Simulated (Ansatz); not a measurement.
TaRu:
```
TaRu
1.0
    3.00182     0.00000     0.00000
    0.00000     3.00182     0.00000
    0.00000     0.00000     3.36682
Ta Ru
1 1
Direct
  0.50000   0.50000   0.50000
  0.00000   0.00000   0.00000
```

Relaxed with LDA. Special points in fractions of this cell's reciprocal vectors: Γ (0.000, 0.000, 0.000); X (0.000, 0.500, 0.000); M (0.500, 0.500, 0.000); Z (0.000, 0.000, 0.500); R (0.000, 0.500, 0.500); A (0.500, 0.500, 0.500).

### Question
List the band energies nearest the Fermi level at these points for the program Ansatz at the LDA level (PAW).

### Answer
In eV from the Fermi level; about four levels below and three above (degenerate sets whole), none deeper than 8.9 eV; points with the same levels are listed once.

```json
[
 {"k": "Γ", "below": "-5.89 -2.45 -2.45 -1.45", "above": "0.39 1.94 4.59"},
 {"k": "X", "below": "-2.17 -1.99 -1.19 -0.77", "above": "0.51 1.93 2.54"},
 {"k": "M", "below": "-6.25 -6.12 -4.80 -4.80", "above": "0.39 1.33 1.68 1.68"},
 {"k": "Z", "below": "-2.69 -1.79 -1.79 -0.76", "above": "0.06 0.90 0.90"},
 {"k": "R", "below": "-5.96 -3.56 -3.53 -0.92", "above": "0.70 0.74 0.87"},
 {"k": "A", "below": "-3.37 -2.61 -2.61 -0.33", "above": "0.43 3.83 5.50"}
]
```

Space group P4/mmm (L1₀ or tetragonal B2). The workflow started from a Materials Project entry (that database holds measured and hypothetical structures alike); the Crystallography Open Database files this formula in space group No. 123, but the cells were not matched. Whether it is the stable phase at ambient conditions was not checked. Symmetry was held in the LDA relaxation; of distortions, only those at the zone centre were tested. No spin polarisation was allowed. Spin–orbit coupling is left out wherever it is not named.

Potentials: the later of the program's two PAW sets.
